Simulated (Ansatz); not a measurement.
## NaCd₄P₃, a known structure type with other elements, at an estimated volume

```
Na Cd P
1.0
     4.25408    0.00000    0.00000
    -2.12704    3.68414    0.00000
    -2.12704    1.22805   11.52461
Na Cd P
1 4 3
Direct
  0.50000 0.50000 0.50000
  0.09027 0.90973 0.27081
  0.90973 0.09027 0.72919
  0.30177 0.69823 0.90531
  0.69823 0.30177 0.09469
  0.22904 0.77096 0.68712
  0.77096 0.22904 0.31288
  0.00000 0.00000 0.00000
```

Method: r2SCAN, no spin polarisation; PAW, plane waves to 500 eV, 8×8×8 Γ-centred mesh, fermi-dirac occupations (width 0.1 eV) (Ansatz 0.2.0), atoms fixed.

**Question.** Is the cell too large or too small?

**Answer.** The pressure is 3.7 GPa (compression positive), so with the atoms held at these fractions the cell would first expand; the forces are large, so a full relaxation may end otherwise. The principal stresses 2.6, 4.2, 4.2 GPa differ, so its shape would change too.

**Question.** Where is the largest force?

**Answer.** The largest is on P6 (and as large on other atoms): 0.84 eV/Å, components (0.00, 0.00, -0.84). It makes 101° with the line to a nearest neighbour, Cd3 at 2.50 Å.

**Question.** Metal or insulator? Give the gap.

**Answer.** The gap is 0.25 eV, direct at the points sampled.

**Question.** Is it stable against the elements?

**Answer.** -0.23 eV an atom against the elements' usual phases (free molecules for gases, crystals otherwise, with no correction for O₂ or N₂), so it is bound against them; other compounds may still compete. Relaxing would lower it.

**Question.** What is the character of the valence top and the conduction bottom?

**Answer.** Within 0.7 eV of the edges, the states project mainly on P p (87 %) below the gap and on Cd s (47 %) and P p (18 %) above it.

Origin: a known structure type with other elements, at an estimated volume, so it need not be a known compound. Caveats: the gap is not wide against the smearing.
